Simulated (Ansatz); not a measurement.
Starting cell, BAs (zinc blende):

```
CELL_PARAMETERS angstrom
      0.00000     4.78259     4.78259
      2.39129     0.00000     2.39129
      2.39129     2.39129     0.00000
ATOMIC_POSITIONS crystal
  As 0.37500 0.75000 0.75000
  As 0.87500 0.75000 0.75000
  B  0.00000 0.00000 0.00000
  B  0.50000 0.00000 0.00000
```

The atoms are displaced by Q × the pattern below (from a DFPT mode at L = (0.5, 0.0, 0.0), largest move 1; Q in Å), at fixed cell. It is one choice among 2 degenerate patterns. (q is in reciprocal vectors of the primitive cell; the cell shown is doubled to hold the pattern.)

```json
[
 {"atom": "As1", "x": "0.036", "y": "-0.066", "z": "0.102"},
 {"atom": "As2", "x": "-0.036", "y": "0.066", "z": "-0.102"},
 {"atom": "B3", "x": "0.285", "y": "-0.520", "z": "0.805"},
 {"atom": "B4", "x": "-0.285", "y": "0.520", "z": "-0.805"}
]
```

The numbers are results of r2SCAN (plane waves to 500 eV, PAW, scalar-relativistic; Ansatz, a first-principles code), not measurements. k mesh 6×12×12 (Γ-centred), Fermi-Dirac smearing 0.05 eV. Energies are smeared free energies. BAs was relaxed with its symmetry unable to fall. The PAW data are Ansatz's earlier set. The zero of ΔE is the undisplaced structure.

| Q (Å) | ΔE (meV/cell) |
|---|---|
| -0.100 | 198.2 |
| -0.067 | 88.0 |
| -0.033 | 22.0 |
| 0.000 | 0.0 |
| 0.033 | 22.0 |
| 0.067 | 88.0 |
| 0.100 | 198.2 |

Question: Which DFPT wavenumber at L = (0.5, 0.0, 0.0) belongs to this mode?
A) 145 cm⁻¹
B) 669 cm⁻¹
C) 313 cm⁻¹

Answer: B, 669 cm⁻¹. The curvature of the scan gives 669 cm⁻¹

(For displaced atoms, the force is minus the slope of the energy, and its curvature is a force constant, which sets phonon frequencies.)
